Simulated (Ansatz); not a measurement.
**Profile along the Co–Co line in Co (hcp, Mg type)**

Co (hcp, Mg type)

```xyz
2
Lattice="2.4571 0.0000 0.0000 -1.2286 2.1279 0.0000 0.0000 0.0000 3.9682" Properties=species:S:1:pos:R:3 pbc="T T T"
Co     0.0000     1.4186     2.9761
Co     1.2286     0.7093     0.9920
```

Fields along a shortest Co–Co line of a (-1 1 0 2) plane (2.46 Å), from Co to Co, interpolated on the slice's grid (step about 0.2 Å). Level of theory: PBEsol (plane waves to 420 eV, PAW, scalar-relativistic; Ansatz, an electronic-structure program). k mesh 22×22×12. These are valence fields of a PAW run, semicore shells included where kept as valence: close to a nucleus they are smooth pseudo fields. Co was relaxed with its symmetry unable to fall. Relaxed Co ends ferromagnetic. The PAW data are Ansatz's earlier set. Other magnetic orders were not checked, so this need not be the ground state.

```csv
distance from Co (Å),valence electron density (e/Å³),"spin density, up minus down (e/Å³)",electron localisation function,ELF of the up spins,ELF of the down spins
0.00,53.19,6.44,x,x,x
0.25,31.23,3.67,x,x,x
0.49,7.73,0.84,x,x,x
0.74,1.50,0.16,0.25,0.27,0.22
0.98,0.49,0.02,0.19,0.19,0.20
1.23,0.36,-0.01,0.26,0.20,0.34
1.48,0.49,0.02,0.19,0.19,0.20
1.72,1.50,0.16,0.25,0.27,0.22
1.97,7.73,0.84,x,x,x
2.21,31.23,3.67,x,x,x
2.46,53.19,6.44,x,x,x
```

x: too close to a nucleus for the ELF to mean much.

Density on the Co–Co line (2.46 Å) at its midpoint: 0.36 e/Å³. ELF at that point: 0.26.
